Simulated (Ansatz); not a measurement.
TiAl (CuAu type, space group P4/mmm)

```
TiAl
1.0
    2.81288     0.00000     0.00000
    0.00000     2.81288     0.00000
    0.00000     0.00000     4.05874
Al Ti
1 1
Direct
  0.50000   0.50000   0.50000
  0.00000   0.00000   0.00000
```

The slice is a (0 -1 1) plane (indices of the conventional cell) through the point (0.500, 0.500, 0.500) (fractional), spanned by u = [100] and v = [011] in vectors of this cell: u (2.81 Å) and v (4.94 Å, at 90° to u). It covers one period; positions are fractions (u, v).

All values below come from r2SCAN (plane waves to 500 eV, PAW, scalar-relativistic; Ansatz, a quantum-chemistry and plane-wave program). k mesh 16×16×12. These are valence fields of a PAW run, semicore shells included where kept as valence: close to a nucleus they are smooth pseudo fields. The PAW data are Ansatz's earlier set. TiAl is run without spin polarisation. TiAl was relaxed with its symmetry unable to fall.

Problem. What is the valence density on the shortest Al–Al line in this plane (2.81 Å), at its midpoint?

Solution. 0.23 e/Å³.

Problem. The ELF has a maximum in the middle third of the Al–Al line. Where, and how high?

Solution. 0.70, 1.3 Å from Al.

Problem. Predict the map of the electron localisation function (ELF) on the slice.

Solution. 
```
|xxxx  ++%%@@@@%%++  xx|
|xx  --##%%%%%%%%##--  |
|++++####%%####%%####++|
|@@%%%%##**++++**##%%%%|
|@@%%**==::....::==**%%|
|%%**--    ....    --**|
|**==....--****--....==|
|==::..++%%@@@@%%++..::|
|==::--%%xxxxxxxx%%--::|
|--::==@@xxxxxxxx@@==::|
|==::--%%xxxxxxxx%%--::|
|==::..++%%@@@@%%++..::|
|**==....--****--....==|
|%%**--    ....    --**|
|@@%%**==::....::==**%%|
|@@%%%%##**++++**##%%%%|
|++++####%%####%%####++|
|xx  --##%%%%%%%%##--  |
|xxxx  ++%%@@@@%%++  xx|
|xxxx  ==%%@@@@%%==  xx|
```
Scale: ten equal steps from 0.05 (start of ' ') to 0.75 (end of '@'), in the order ' .:-=+*#%@'. Values: electron localisation function (ELF). The map has 11 points along u (two characters each, u = 0 at the left) and 20 along v (v = 0 in the bottom row). Points within 0.5 Å of a nucleus are blanked (x), as the pseudised field means little there.
